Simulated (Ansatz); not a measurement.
HfO₂ (fluorite)

Space group Fm-3m (No. 225); a = b = c = 5.0445 Å, α = β = γ = 90.00°

```json
[
 {"atom": "Hf", "site": "4a", "symmetry": "m-3m", "x": "0.0000", "y": "0.0000", "z": "0.0000"},
 {"atom": "O", "site": "8c", "symmetry": "-43m", "x": "0.2500", "y": "0.2500", "z": "0.2500"}
]
```
(The calculation used a cell of 3 atoms; values per cell refer to that cell.)

Equation-of-state scan: isotropic scaling of the cell above, V₀ being its volume. Symmetry pins the atoms to their sites.

All values below come from PBEsol (plane waves to 420 eV, PAW, scalar-relativistic; Ansatz, an electronic-structure program). k mesh 11×11×11 (Γ-centred), Fermi-Dirac smearing 0.05 eV. Energies are smeared free energies. Compression counts positive. HfO2 is run without spin polarisation. HfO2 was relaxed with its symmetry unable to fall. Spin-orbit coupling is left out, though Hf is heavy. The PAW data are Ansatz's earlier set. This is a high-temperature form of HfO2. The zero of ΔE is the relaxed starting cell.

Problem. Estimate the ΔE (kJ/mol of atoms) and P (GPa) for V/V₀ = 0.840, 0.904, 1.032, 1.064, 1.096, 1.128.

Solution. 
```csv
V/V₀,ΔE (kJ/mol of atoms),P (GPa)
0.840,29.48,66.5
0.904,9.36,33.0
1.032,0.83,-7.8
1.064,3.14,-14.4
1.096,6.70,-20.0
1.128,11.32,-24.7
```

(Under strain, the slope of the energy per volume gives the stress and its curvature an elastic modulus.)
